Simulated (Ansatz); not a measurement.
**Scan of one atom of the cell for InP (zinc blende)**

Starting cell, InP (zinc blende):

```xyz
2
Lattice="0.0000 2.9798 2.9798 2.9798 0.0000 2.9798 2.9798 2.9798 0.0000" Properties=species:S:1:pos:R:3 pbc="T T T"
P      4.4696     4.4696     4.4696
In     0.0000     0.0000     0.0000
```

In each cell atom 1 (P, nearest neighbour In at 2.581 Å; its periodic images, 4.2 Å or more away, move with it) moves by s·(0.707, 0.707, 0.000) (along Cartesian [110]), the rest being held.

Computed with PBE (plane waves to 420 eV, PAW, scalar-relativistic; Ansatz, a program for electronic structure). k mesh 8×8×8 (Γ-centred), Fermi-Dirac smearing 0.05 eV. The energy includes the smearing's −TS. Stress and pressure are positive under compression. F∥ is the force on the atom along that direction. F⊥ is the part of the force across the line. InP was relaxed with its symmetry unable to fall. ΔE is measured from the undisplaced structure.

```json
[
 {"s (Å)": "-0.770", "ΔE (meV/cell)": "2550", "F∥ (eV/Å)": "7.626", "|F⊥| (eV/Å)": "7.815", "P (GPa)": "15.6"},
 {"s (Å)": "-0.616", "ΔE (meV/cell)": "1541", "F∥ (eV/Å)": "5.540", "|F⊥| (eV/Å)": "4.673", "P (GPa)": "9.4"},
 {"s (Å)": "-0.462", "ΔE (meV/cell)": "826", "F∥ (eV/Å)": "3.806", "|F⊥| (eV/Å)": "2.489", "P (GPa)": "5.0"},
 {"s (Å)": "-0.308", "ΔE (meV/cell)": "354", "F∥ (eV/Å)": "2.366", "|F⊥| (eV/Å)": "1.065", "P (GPa)": "2.1"},
 {"s (Å)": "-0.154", "ΔE (meV/cell)": "86", "F∥ (eV/Å)": "1.132", "|F⊥| (eV/Å)": "0.260", "P (GPa)": "0.5"},
 {"s (Å)": "0.000", "ΔE (meV/cell)": "0", "F∥ (eV/Å)": "0.000", "|F⊥| (eV/Å)": "0.000", "P (GPa)": "0.0"},
 {"s (Å)": "0.154", "ΔE (meV/cell)": "86", "F∥ (eV/Å)": "-1.132", "|F⊥| (eV/Å)": "0.260", "P (GPa)": "0.5"},
 {"s (Å)": "0.308", "ΔE (meV/cell)": "354", "F∥ (eV/Å)": "-2.366", "|F⊥| (eV/Å)": "1.065", "P (GPa)": "2.1"},
 {"s (Å)": "0.462", "ΔE (meV/cell)": "826", "F∥ (eV/Å)": "-3.806", "|F⊥| (eV/Å)": "2.489", "P (GPa)": "5.0"},
 {"s (Å)": "0.616", "ΔE (meV/cell)": "1541", "F∥ (eV/Å)": "-5.540", "|F⊥| (eV/Å)": "4.673", "P (GPa)": "9.4"},
 {"s (Å)": "0.770", "ΔE (meV/cell)": "2550", "F∥ (eV/Å)": "-7.626", "|F⊥| (eV/Å)": "7.815", "P (GPa)": "15.6"}
]
```

Summary:

```
Property                                                                                                                                                Value
--------------------------------------------------------  ---------------------------------------------------------------------------------------------------
Energy at s = 0.770 Å                                                                                                                           2550 meV/cell
Force along the line at s = -0.770 Å                                                                                                                7.63 eV/Å
Symmetry of the curve                                                                                                           even: the same for both signs
Shape of the curve                                                                             a single well with its minimum at or next to zero displacement
Force constant k = d²E/ds² at s = 0 (finite differences)                                                                                           7.24 eV/Å²
Harmonic estimate at the end of the scan                  ½ks² = 2146 meV/cell against the computed 2550 meV/cell, so the well is stiffer than harmonic there
```

The 11 points together took around 60 core-seconds (rough).

(For displaced atoms, the force is minus the slope of the energy, and its curvature is a force constant, which sets phonon frequencies.)
